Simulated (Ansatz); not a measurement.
# Structure relaxation, TiAl₃

The start is a randomly generated symmetric cell of TiAl3 (space group No. 229). The structure is fully relaxed (lattice and positions, P = 0) with PBEsol (plane waves to 420 eV, PAW, scalar-relativistic; Ansatz, a program for electronic structure). First-step values are on the input's coarse k-mesh.

Ansatz input (later rounds restart from its end on a renewed k-mesh):
Ansatz 0.2 input:
```yaml
crystal:
  lattice:
    - [-2.5835099, 2.5835099, 2.5835099]
    - [2.5835099, -2.5835099, 2.5835099]
    - [2.5835099, 2.5835099, -2.5835099]
  atoms:
    - { symbol: Al, position: [0, 0.5, 0.5] }
    - { symbol: Al, position: [0.5, 0, 0.5] }
    - { symbol: Al, position: [0.5, 0.5, 0] }
    - { symbol: Ti, position: [0, 0, 0] }
basis: { ecutwfc: 420, ecutrho_ratio: 4, xc_grid: 2, fft_grid_basis: typed }
kpoints: { mp_grid: { grid: [9, 9, 9] } }
hamiltonian:
  xc: pbesol
  dispersion: none
  pseudopotentials: { kind: paw }
scf: { occupations: { method: fermi_dirac, width: 0.05 } }
relax: { f_tol: 0.01, max_steps: 100, cell: { stress_tol: 0.02 } }
output: { forces: true, stress: true }
```

How large is the pressure on the unrelaxed cell, and of which sign?

+9.7 GPa (positive: the cell is compressed).

How do the shortest distances between atoms change?

The closest pairs of elements (up to four, under 3.6 Å), start → end: Al–Ti 2.58 → 2.69 Å; Al–Al 2.58 → 2.69 Å.

Is the relaxed structure metallic? Give its gap.

No gap (metallic).

What does it relax into? Give the structure.


```cif
data_Al6Ti2
_chemical_formula_sum 'Al6 Ti2'
_space_group_name_H-M_alt 'Im-3m'
_space_group_IT_number 229
_space_group_name_Hall '-I 4 2 3'
_cell_length_a 5.37645
_cell_length_b 5.37645
_cell_length_c 5.37645
_cell_angle_alpha 90.000
_cell_angle_beta 90.000
_cell_angle_gamma 90.000
loop_
_atom_site_label
_atom_site_type_symbol
_atom_site_symmetry_multiplicity
_atom_site_Wyckoff_symbol
_atom_site_fract_x
_atom_site_fract_y
_atom_site_fract_z
_atom_site_occupancy
Al1 Al 6 b 0.00000 0.00000 0.50000 1
Ti1 Ti 2 a 0.00000 0.00000 0.00000 1
```
(The calculation used a cell of 4 atoms; values per cell refer to that cell.)

The space group stays Im-3m (No. 229) (the run could not lower it); the end is AFLOW prototype A3B_cI8_229_b_a (as in H3S), with 4 atoms in the primitive cell. Final values are on a 12×12×12 k-mesh of the relaxed cell. No spin polarisation in the result.

The run could not lose the symmetry of its start: the end is stationary, and may be a saddle point rather than a minimum.

All atoms sit on sites fixed by symmetry, so only the cell could relax.

The relaxed structure here is a generated cell of TiAl3: the first start was made by a random draw of sites in a space group, and the end was not matched to a known phase here, so it may be hypothetical. Known forms of TiAl3 include space group No. 139.
